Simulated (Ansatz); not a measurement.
NbSi: frozen-core PAW against all-electron methods

```xyz
2
Lattice="0.0000 2.5737 2.5737 2.5737 0.0000 2.5737 2.5737 2.5737 0.0000" Properties=species:S:1:pos:R:3 pbc="T T T"
Nb    0.0000    0.0000    0.0000
Si    2.5737    2.5737    2.5737
```

Atom numbers follow the list: Nb1, Si2.

The structure comes from a relaxation in the same program, started in the rocksalt type, and has space group Fm-3m. Whether it is a known phase or the ground state wasn't checked.

Spin polarisation is left out, and whether a magnetic state lies lower isn't shown here.

Methods: DFT, PBE, PAW with Ansatz's default frozen-core files, scalar-relativistic (Ansatz 0.2.0); DFT, PBE, all-electron PAW with datasets made for the crystal, scalar-relativistic (Ansatz 0.2.0); DFT, PBE, all-electron LAPW, scalar-relativistic (Ansatz 0.2.0).

For PAW: a Γ-centred 14×14×14 k mesh, Fermi–Dirac smearing of 0.05 eV, cutoff 420 eV, no spin polarisation. The crystal-made all-electron datasets (AE datasets) take a cutoff of 240 eV at this cell. LAPW targets a basis error of 1 meV/atom. The Ansatz runs share mesh, smearing and spin set-up. Plane-wave (PAW) pressures include the program's estimate of the Pulay term.

Stress and pressure are positive in compression.

Levels count from the Fermi level.

```json
{"quantity": "pressure (GPa)", "PAW": "0.03", "AE datasets": "0.00", "LAPW": "0.00"}
{"quantity": "highest filled level at L (eV)", "PAW": "-3.236", "AE datasets": "-3.237", "LAPW": "-3.237"}
{"quantity": "lowest empty level at L (eV)", "PAW": "1.253", "AE datasets": "1.253", "LAPW": "1.253"}
{"quantity": "highest filled level at K (eV)", "PAW": "-0.079", "AE datasets": "-0.079", "LAPW": "-0.079"}
{"quantity": "lowest empty level at K (eV)", "PAW": "1.440", "AE datasets": "1.440", "LAPW": "1.440"}
{"quantity": "highest filled level at Γ (eV)", "PAW": "-0.749", "AE datasets": "-0.748", "LAPW": "-0.747"}
{"quantity": "lowest empty level at Γ (eV)", "PAW": "2.371", "AE datasets": "2.367", "LAPW": "2.367"}
```

PAW's pressure differs from the LAPW value by +0.03 GPa.
